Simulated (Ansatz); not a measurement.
An Ansatz input:

```yaml
crystal:
  lattice:
    - [0.0, 2.6682665729, 2.6682665729]
    - [2.6682665729, 0.0, 2.6682665729]
    - [2.6682665729, 2.6682665729, 0.0]
  atoms:
    - { symbol: Pd, position: [1.0, 0.0, 0.0], spin: 0.5 }
    - { symbol: Pd, position: [0.5, 0.5, 0.5], spin: -0.5 }
hamiltonian:
  xc: blyp
  pseudopotentials:
    kind: paw
    azcp:
      Pd: "pseudopotentials/Pd.paw.azcp"
basis:
  ecutwfc: 420
  fft_grid_basis: typed
kpoints:
  mp_grid: { grid: [17, 17, 17], shift: [0, 0, 0] }
magnetization:
  spin_polarized: true
scf:
  occupations: { method: fermi_dirac, width: 0.05 }
```

and its output:

```
Engine: ansatz 0.2.0, aarch64-unknown-linux-gnu
Pseudopotentials: kind: paw
Pseudopotential: Pd, paw, valence charge 18, recommended cutoff 420 eV (normal) 
Functional definition: BLYP
  parameter beta = 0.0042
  parameter a = 0.04918
  parameter b = 0.132
  parameter c = 0.2533
  parameter d = 0.349
  exchange = b88_x(beta = beta)
  correlation = lyp_c(a = a, b = b, c = c, d = d)
Crystal: 2 atoms, lattice volume = 37.994 Å³
Basis set: ecut = 420 eV, 725 PW (Γ), exchange–correlation on 54×54×54 points (8 copies of the dense FFT grid, shifted against one another)
Bands: 23, of which v1, the nominal top of the filled ones, is band 18 counted from 1 (17 counted from 0)
Symmetry: 48 space group operations
Space group: Fm-3m (ITA 225), of the structure as read, at distance tolerance 3.4e-5 Å
Magnetic group: BNS 225.121 (UNI 1623), of the structure as read, at distance tolerance 3.4e-5 Å
k-points: 165 of 4913
Non-local potential: Pd, projectors of the file, l = 0: 2, l = 1: 2, l = 2: 2, l = 3: 1
PAW form: soft (Blöchl's): semilocal exchange-correlation on the pseudo side does not see the compensation charge
PAW frozen core: Pd, regenerated for the run's functional, and the local potential with it (the file was generated under x = pbe(κ = 0.804, μ = 0.2195149727645171), c = pbe(β = 0.06672455060314922))
PAW one-centre angular grid: Pd, 590 points (default); XC on 64 Gauss nodes
Initial density: superposition of atomic densities (chi_scale 0.1, normalization cell)
Starting moments: Σ|m| = 1 μB on 2 of 2 sites
Starting magnetic order: antiferromagnet; a translation exchanges its spin sublattices: spin-degenerate at every k-point
Initial wavefunctions: pseudopotential atomic-orbital guess
Functional: x = b88, c = lyp
the translation (0.5, 0.5, 0.5) carries every atom to within crystal.symmetry.tolerance of an atom of its element with the starting moment reversed, but both spin channels are solved: the dense FFT box has an odd point count along it
SCF iter   1: F=—  HF=-13976.326086 eV  |F-HF|=—  |Δ(HF+E_count)|=         —  Δρ=7.12e-2 (↑7.12e-2 ↓7.12e-2)  dr2=7.32e0  dr2_m=2.04e-1  M=-0.000 μB ∫|m|=0.251 μB  β_m=0.30  ethr=3.10e-3  ⟨swp⟩=5.6  Hψ=31384  notcnv=0
spin=Collinear: Kerker preconditioning applied to the charge; magnetization (m = ρ↑ − ρ↓) channel mixes plain (no charge-response kernel on spin).
SCF iter   2: F=—  HF=-13975.037557 eV  |F-HF|=—  |Δ(HF+E_count)|=    1.29e0  Δρ=4.04e-2 (↑4.04e-2 ↓4.04e-2)  dr2=2.01e0  dr2_m=1.27e-1  M=-0.000 μB ∫|m|=0.176 μB  β_m=0.30  ethr=3.10e-3  ⟨swp⟩=2.0  Hψ=14652  notcnv=0  defer=16
SCF iter   3: F=—  HF=-13974.560095 eV  |F-HF|=—  |Δ(HF+E_count)|=   4.77e-1  Δρ=2.02e-2 (↑2.02e-2 ↓2.02e-2)  dr2=1.30e-1  dr2_m=7.79e-2  M=-0.000 μB ∫|m|=0.123 μB  β_m=0.30  ethr=3.10e-3  ⟨swp⟩=2.1  Hψ=12973  notcnv=0  defer=12
SCF iter   4: F=—  HF=-13974.540428 eV  |F-HF|=—  |Δ(HF+E_count)|=   1.97e-2  Δρ=1.19e-2 (↑1.19e-2 ↓1.19e-2)  dr2=6.61e-3  dr2_m=4.58e-2  M=0.000 μB ∫|m|=0.091 μB  β_m=0.30  ethr=3.60e-4  ⟨swp⟩=2.0  Hψ=17024  notcnv=0  defer=44
SCF iter   5: F=—  HF=-13974.546034 eV  |F-HF|=—  |Δ(HF+E_count)|=   5.61e-3  Δρ=9.05e-3 (↑9.05e-3 ↓9.04e-3)  dr2=3.82e-3  dr2_m=2.66e-2  M=-0.000 μB ∫|m|=0.071 μB  β_m=0.30  ethr=1.84e-5  ⟨swp⟩=1.0  Hψ=7546  notcnv=0  defer=44
SCF iter   6: F=—  HF=-13974.550683 eV  |F-HF|=—  |Δ(HF+E_count)|=   4.65e-3  Δρ=6.69e-3 (↑6.67e-3 ↓6.69e-3)  dr2=1.61e-4  dr2_m=1.55e-2  M=-0.000 μB ∫|m|=0.054 μB  β_m=0.30  ethr=1.06e-5  ⟨swp⟩=2.0  Hψ=12241  notcnv=0  defer=44
SCF iter   7: F=—  HF=-13974.552677 eV  |F-HF|=—  |Δ(HF+E_count)|=   1.99e-3  Δρ=5.10e-3 (↑5.10e-3 ↓5.10e-3)  dr2=5.88e-5  dr2_m=9.03e-3  M=-0.000 μB ∫|m|=0.042 μB  β_m=0.30  ethr=4.47e-7  ⟨swp⟩=2.0  Hψ=10731  notcnv=0  defer=44
Mixer restart at iter 7: flushing history
spin-set hold released at iteration 7 (site moments contracting): the magnetisation degrees of freedom join the quasi-Newton model from the next iteration; the mixer history was flushed
SCF iter   8: F=—  HF=-13974.553820 eV  |F-HF|=—  |Δ(HF+E_count)|=   1.14e-3  Δρ=3.90e-3 (↑3.90e-3 ↓3.90e-3)  dr2=4.34e-5  dr2_m=5.27e-3  M=-0.000 μB ∫|m|=0.032 μB  β_m=0.65  ethr=1.63e-7  ⟨swp⟩=2.0  Hψ=10851  notcnv=0  defer=44
SCF iter   9: F=—  HF=-13974.555482 eV  |F-HF|=—  |Δ(HF+E_count)|=   1.66e-3  Δρ=1.13e-4 (↑1.11e-4 ↓1.13e-4)  dr2=7.30e-6  dr2_m=2.29e-6  M=-0.000 μB ∫|m|=0.001 μB  β_m=0.70  ethr=1.21e-7  ⟨swp⟩=3.1  Hψ=15386  notcnv=0  defer=44
SCF iter  10: F=—  HF=-13974.555449 eV  |F-HF|=—  |Δ(HF+E_count)|=   3.27e-5  Δρ=4.03e-5 (↑4.03e-5 ↓3.89e-5)  dr2=6.89e-7  dr2_m=3.55e-7  M=-0.000 μB ∫|m|=0.000 μB  β_m=0.82  ethr=2.03e-8  ⟨swp⟩=2.0  Hψ=10658  notcnv=0  defer=44
SCF iter  11: F=—  HF=-13974.555450 eV  |F-HF|=—  |Δ(HF+E_count)|=   1.46e-6  Δρ=1.57e-5 (↑1.49e-5 ↓1.57e-5)  dr2=2.60e-7  dr2_m=1.22e-8  M=-0.000 μB ∫|m|=0.000 μB  β_m=0.89  ethr=1.91e-9  ⟨swp⟩=2.8  Hψ=14112  notcnv=0  defer=44
SCF iter  12: F=—  HF=-13974.555451 eV  |F-HF|=—  |Δ(HF+E_count)|=   3.02e-7  Δρ=8.52e-6 (↑7.80e-6 ↓8.52e-6)  dr2=1.29e-7  dr2_m=9.04e-11  M=-0.000 μB ∫|m|=0.000 μB  β_m=0.92  ethr=2.78e-10  ⟨swp⟩=2.5  Hψ=15140  notcnv=0
SCF iter  13: F=—  HF=-13974.555451 eV  |F-HF|=—  |Δ(HF+E_count)|=   4.18e-8  Δρ=6.00e-6 (↑6.00e-6 ↓5.37e-6)  dr2=6.28e-8  dr2_m=1.01e-10  M=-0.000 μB ∫|m|=0.000 μB  β_m=0.83  ethr=2.78e-10  ⟨swp⟩=2.0  Hψ=14861  notcnv=0
SCF iter  14: F=-13974.555451 eV  HF=-13974.555451 eV  |F-HF|=6.04e-10  |Δ(HF+E_count)|=   3.52e-9  Δρ=1.12e-6 (↑1.12e-6 ↓8.56e-7)  dr2=1.68e-9  dr2_m=3.59e-11  M=-0.000 μB ∫|m|=0.000 μB  ethr=1.74e-10  ⟨swp⟩=2.0  Hψ=14183  notcnv=0
SCF 1 converged in 14 iterations: F = -13974.555451 eV  dr2 = 1.68e-9
WARN: the starting moments were not kept: the SCF closed with an absolute magnetisation of 2.8e-6 μB, where they sum to 1 μB in size (2 sites). That is at most 0.1 of that sum. Measured as dr2_m measures the in/out step, that magnetisation stands 3.0e-12 eV from none, at or under the dr2_threshold of 1.0e-7 eV: it is no larger than a step whose dr2_m would equal this threshold. The system may hold no moment; this SCF shows only that its start led to no more than that. To try another start: raise the starting moments (crystal.atoms[].spin, magnetization.per_species, magnetization.initial_magnetization, or on a non-collinear deck that types none of these the spinor_matrix: blocks that start its atoms; where the total moment is fixed, keep their sum and leave initial_magnetization as it is; typed ones take the place of any that the run laid by itself, positive ones on a crystal's lanthanoids without a Hubbard term where scf.initial_density.shell_occupations: [] is typed) or, if the notice of its spin-set hold's release reads "site moments contracting" or "site moments show no strong build", lengthen the hold (scf.mixing.spin_hold: { on: { confirm: 4 } }; for m-r²SCAN on two components see the key's manual first). Each may lead to a state that holds a moment. A second SCF, from the converged charge density, with the starting moments and any scf.initial_density.shell_occupations laid on it anew, would have followed, and was not run: the deck does not ask for one (magnetization.retry_lost_moments is false, the default). To let it run, set magnetization.retry_lost_moments: true and run the deck again, where that key's refused combinations let it; where memory then withholds it, that run's warning says so.
SCF converged after 14 iterations
Magnetization: -0.0000 μB (18.0000 up, 18.0000 down)
Absolute magnetization: 0.0000 μB (∫|ρ↑−ρ↓|, with the PAW one-centre terms)
Spin contamination: 0.0000 ħ² per cell (⟨S²⟩ above its minimum at these occupations)
Per-site moments (μB) at R_I (Å): [(-1.320409877232179e-6, 1.10065996132125), (1.2353202761745414e-6, 1.10065996132125)]
Free energy (F): -13974.555451 eV
Harris-Foulkes:  -13974.555451 eV  (|F-HF|=6.04e-10)
Internal energy: -13974.529555 eV  (E = F + TS)
E sigma→0 (E₀):  -13974.542503 eV
Entropy (-TS):   -0.025896 eV (-12.948 meV/atom)
Fermi energy:    14.576027 eV
--- Per-component energies (eV) ---
  E_band       = -443.677351
  E_kinetic    = 1028.178596
  E_local      = -4379.494058  (includes V_loc(G=0)·N_el)
  E_nonlocal   = 432.813798
  E_hartree    = 1772.394028
  E_xc         = -330.376990
  E_vxc        = -413.399390  (∫ρ·V_xc dr)
  E_paw        = -7537.181966  (= ΣΔE_a)
  E_vpaw       = -656.565653  (= ΣTr[D̂ρ^β])
  E_aug_tail   = 0.000389  (compensation charges beyond the density's cutoff)
  E_ewald      = -4961.037008
  E_core_change = 0.173656  (= ΣΔE_core)
  E_smearing   = -0.025896  (= −TS)
  E_closure    = 0.000000  (closes the sum)
  Σ components = -13974.555451   (vs F -13974.555451, Δ=0.00e0)
```

Command:

```sh
ansatz run input.yaml --threads 2 --pin off --max-ram 5120MiB --backend cpu --events-out ev --progress --plain --runs-dir out
```

On 2 threads of Arm Neoverse V2 (shared host) this took about 8.9 s of wall time and 17 s of CPU time.
